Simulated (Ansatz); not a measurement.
TePb in space group P-6m2 (No. 187; Pb on 1a, Te on 1f), r²SCAN in the plane-wave PAW code Ansatz, all energies at zero smearing, with the estimated change up to a 700 eV cutoff added, with one set of potentials and settings (totals compare only within such a set). Cell of 2 atoms (1 Pb, 1 Te): -18916.410 eV.

```tsv
element	reference phase	E (eV/atom)
Pb	Fm-3m, 1 atoms in the cell	-11920.8594
Te	P3_121, 3 atoms in the cell	-6994.8235
```

Formation energy per atom, worked out: (-18916.410 − 1×(-11920.8594) − 1×(-6994.8235))/2 = -0.363 eV/atom (-35 kJ per mol of atoms), at 0 K, without zero-point energy or fitted corrections.

The cell is a constructed one: a structure type filled with these elements; neither database checked (COD, Materials Project) lists it. It is not the phase usual at ambient conditions (space group No. 225). Symmetry was held in the r²SCAN relaxation; whether a distortion lowers the energy is not shown. The references are the lowest solids computed at this level, not always the standard phases. Spin–orbit coupling is left out wherever it is not named.

Potentials: the later of the program's two PAW sets.
